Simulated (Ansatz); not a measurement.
Relaxed ZnAg (CsCl type):

```
ZnAg
1.0
    6.15371     0.00000     0.00000
    3.07686     3.07686     0.00000
    0.00000     0.00000     3.07686
Zn Ag
2 2
Direct
  0.00000   0.50000   0.50000
  0.50000   0.50000   0.50000
  0.00000   0.00000   0.00000
  0.50000   0.00000   0.00000
```

The atoms are displaced by Q × the pattern below (from a DFPT mode at M = (0.5, 0.5, 0.0), largest move 1; Q in Å), at fixed cell. It is one choice among 2 degenerate patterns. (q is in reciprocal vectors of the primitive cell; the cell shown is doubled to hold the pattern.)

```json
[
 {"atom": "Zn1", "x": "0.000", "y": "-1.000", "z": "0.000"},
 {"atom": "Zn2", "x": "0.000", "y": "1.000", "z": "0.000"},
 {"atom": "Ag3", "x": "0.670", "y": "0.000", "z": "0.000"},
 {"atom": "Ag4", "x": "-0.670", "y": "0.000", "z": "0.000"}
]
```

All values below come from LDA (plane waves to 420 eV, PAW, scalar-relativistic; Ansatz, an electronic-structure program). k mesh 15×15×15 (Γ-centred), Fermi-Dirac smearing 0.05 eV. Energies are smeared free energies. With partly filled bands, energies and forces of such displacements shift with the k mesh and the smearing. ZnAg was relaxed with its symmetry unable to fall. ΔE is measured from the undisplaced structure.

| Q (Å) | ΔE (meV/cell) |
|---|---|
| -0.280 | 1466 |
| -0.187 | 602 |
| -0.093 | 143 |
| 0.000 | 0 |
| 0.093 | 143 |
| 0.187 | 602 |
| 0.280 | 1466 |

### Question
Which DFPT wavenumber at M = (0.5, 0.5, 0.0) belongs to this mode?
A) 198 cm⁻¹
B) 141 cm⁻¹
C) 109 cm⁻¹
D) 25 cm⁻¹

### Answer
A, 198 cm⁻¹. The curvature of the scan gives 197 cm⁻¹

(For displaced atoms, the force is minus the slope of the energy, and its curvature is a force constant, which sets phonon frequencies.)
